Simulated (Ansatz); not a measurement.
HfO2:
```
CELL_PARAMETERS angstrom
      3.19718     0.00000     0.00000
     -1.59859     2.76884     0.00000
      0.00000     0.00000     4.57383
ATOMIC_POSITIONS crystal
  Hf 0.00000 0.00000 0.00000
  O  0.33333 0.66667 0.20871
  O  0.66667 0.33333 0.79129
```

Relaxed with LDA. Special points in fractions of this cell's reciprocal vectors: Γ (0.000, 0.000, 0.000); M (0.500, 0.000, 0.000); K (0.333, 0.333, 0.000); A (0.000, 0.000, 0.500); L (0.500, 0.000, 0.500); H (0.333, 0.333, 0.500).

### Question
List the band energies nearest the valence-band maximum at these points for plane-wave PAW LDA (Ansatz code).

### Answer
In eV from the valence-band maximum; about four levels below and three above (degenerate sets whole), none deeper than 8.9 eV; points with the same levels are listed once.

| k | below | above |
|---|---|---|
| Γ | -3.96 -3.96 -0.28 -0.28 -0.10 | 5.10 5.10 5.18 |
| M | -1.75 -1.70 -1.15 -0.94 | 4.47 5.82 7.20 |
| K | -3.03 -3.03 -1.45 -1.45 -0.59 | 4.42 6.30 6.30 |
| A | -3.06 -1.50 -0.36 -0.36 | 4.99 4.99 6.23 |
| L | -2.25 -1.37 -0.98 -0.20 | 4.96 6.23 7.17 |
| H | -3.01 -1.15 -1.15 -0.97 | 5.40 6.51 6.51 |

Space group P-3m1 (CdI2 type). A made-up cell: these elements were put on the sites of a structure type; neither database checked (COD, Materials Project) lists it. It is not the phase usual at ambient conditions (space group No. 14, 29). The cell was relaxed with LDA under the symmetry of its start; phonons on a q-mesh show no instability. The run is not spin-polarised. A crystal of weakly bound layers computed without a dispersion correction: the cell and the soft elastic constants depend strongly on that. Spin–orbit coupling is left out wherever it is not named.

Potentials: the earlier of the program's two PAW sets.
